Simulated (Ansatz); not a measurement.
AlCo:
```
CELL_PARAMETERS angstrom
      2.82249     0.00000     0.00000
      0.00000     2.82249     0.00000
      0.00000     0.00000     2.82249
ATOMIC_POSITIONS crystal
  Al 0.00000 0.00000 0.00000
  Co 0.50000 0.50000 0.50000
```

Relaxed with PBEsol.

Q: List the phonon frequencies at the special points (DFPT on a 5×5×5 q-mesh, Fourier-interpolated; DFT-PBEsol in the program Ansatz with PAW potentials).

A: In cm⁻¹; no LO–TO term at Γ, as the run had none.

```csv
q,frequencies
Γ,0 0 0 340 340 340
X,212 212 258 296 296 419
M,191 191 241 288 399 399
R,251 251 251 372 372 372
```

Space group Pm-3m (CsCl type). The cell was relaxed with PBEsol under the symmetry of its start. No spin polarisation was allowed. As this level gives no gap, phonon frequencies hold no LO–TO term and depend on the k-mesh and smearing (Fermi–Dirac, 0.1 eV here).

Potentials: the earlier of the program's two PAW sets. The files were generated under PBE; for other functionals the program regenerates the frozen cores, and for LDA and PBEsol the local potential too.
